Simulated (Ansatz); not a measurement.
In ZrC (rock salt type) the Zr atom of the primitive cell, with all its periodic images, is moved by 0.02 Å along x.

```xyz
2
Lattice="0.0000 2.3550 2.3550 2.3550 0.0000 2.3550 2.3550 2.3550 0.0000" Properties=species:S:1:pos:R:3 pbc="T T T"
Zr    0.0200    0.0000    0.0000
C     2.3550    2.3550    2.3550
```

Computed with PBE, plane waves, all-electron PAW datasets generated for the crystal, point nucleus (Ansatz 0.2.0 development build).

Cutoff 280 eV; k-mesh 8×8×8 Γ-centred; Fermi–Dirac smearing of 0.1 eV; no spin polarisation.

Task: What force results, and what does it mean for the zone-centre vibration?

Result: The force on it along the displacement is -0.1416 eV/Å, a force constant of 7.08 eV/Å². With the reduced mass of 10.61 u the zone-centre optical mode lies at 426 cm⁻¹ (12.77 THz) in this finite-step estimate.

```
atom  Fx (eV/Å)  Fy (eV/Å)  Fz (eV/Å)
 Zr1    -0.1416     0.0000     0.0000
  C2     0.1416     0.0000     0.0000
```

The k-mesh is modest, so these values aren't fully converged in k.
